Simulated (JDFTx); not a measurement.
Input for JDFTx (a modified build): diboron tetrafluoride, B2F4 (SMILES FB(F)B(F)F), charge 0, multiplicity 1, linear PCM without cavity terms (LA12), water, no salt; lengths in bohr, energies in hartree. The run starts from orbitals saved by an earlier run of the same system.

```
lattice \
  20.3145558397 0.0000000000 0.0000000000 \
  0.0000000000 17.4799666528 0.0000000000 \
  0.0000000000 0.0000000000 17.4799666528
coords-type Cartesian
ion F -3.0045398779 -1.4705650872 1.4534382814 0
ion B -1.6234092513 -0.0002623782 -0.0009744821 0
ion F -3.0055761304 1.4705650872 -1.4542806347 0
ion B 1.6224379349 0.0000792422 -0.0006361018 0
ion F 3.0055761304 -1.4630182665 -1.4604339192 0
ion F 3.0024355733 1.4648711624 1.4604339192 0
ion-species pseudo/f_pbe_v1.4.upf
ion-species pseudo/b_pbe_v1.4.upf
elec-cutoff 20 100
elec-ex-corr gga-PBE
symmetries none
elec-n-bands 17
electronic-minimize nIterations 150 energyDiffThreshold 1e-7
fluid LinearPCM
pcm-variant LA12
fluid-solvent H2O
fluid-minimize nIterations 400 knormThreshold 1e-11
wavefunction read s0.wfns 20
dump-name s3.$VAR
dump End State Ecomponents EigStats BandEigs Forces ElecDensity IonicPositions FluidDebug
```

The log closes as follows.

```
[...]
ElecMinimize: Iter:   9  Etot: -103.155944066158696  |grad|_K:  5.788e-07  alpha:  6.025e-01  linmin:  2.159e-02
ElecMinimize: Iter:  10  Etot: -103.155944148894250  |grad|_K:  3.028e-07  alpha:  5.650e-01  linmin: -4.975e-02
ElecMinimize: Iter:  11  Etot: -103.155944180488405  |grad|_K:  1.859e-07  alpha:  8.407e-01  linmin:  7.681e-02
ElecMinimize: Converged (|Delta Etot|<1.000000e-07 for 2 iters).

# Ionic positions in cartesian coordinates:
ion F  -3.004539877900000  -1.470565087200000   1.453438281400000 0
ion F  -3.005576130400001   1.470565087200000  -1.454280634700000 0
ion F   3.005576130400001  -1.463018266500000  -1.460433919200000 0
ion F   3.002435573300000   1.464871162400000   1.460433919200000 0
ion B  -1.623409251300000  -0.000262378200000  -0.000974482100000 0
ion B   1.622437934900000   0.000079242200000  -0.000636101800000 0

# Forces in Cartesian coordinates:
force F  -0.008064786353497  -0.018714447996686   0.018507545236794 0
force F  -0.008000905730983   0.018650554789166  -0.018456162379946 0
force F   0.008052963093200  -0.018622652568459  -0.018584292405727 0
force F   0.008060832981426   0.018634799618588   0.018606001237683 0
force B   0.017745820764914   0.000037109533572  -0.000049171120851 0
force B  -0.017792596387561   0.000013731140872  -0.000018384820548 0

# Energy components:
   A_diel =       -0.0277889766267840
   Eewald =       21.1264819549537926
       EH =      110.4785822816612040
     Eloc =     -267.7734020366011691
      Enl =       14.6383051398710879
      Exc =      -21.6499086510918701
 Exc_core =        0.6845718709826553
       KE =       39.3672142363626776
-------------------------------------
     Etot =     -103.1559441804884045
```

The run took 12 electronic cycles (a count that differs between repeats, as do the digits past 10⁻⁶ Ha); the total lies -0.52 eV from the vacuum run at this geometry. The continuum can't coordinate to the solute or react with it.
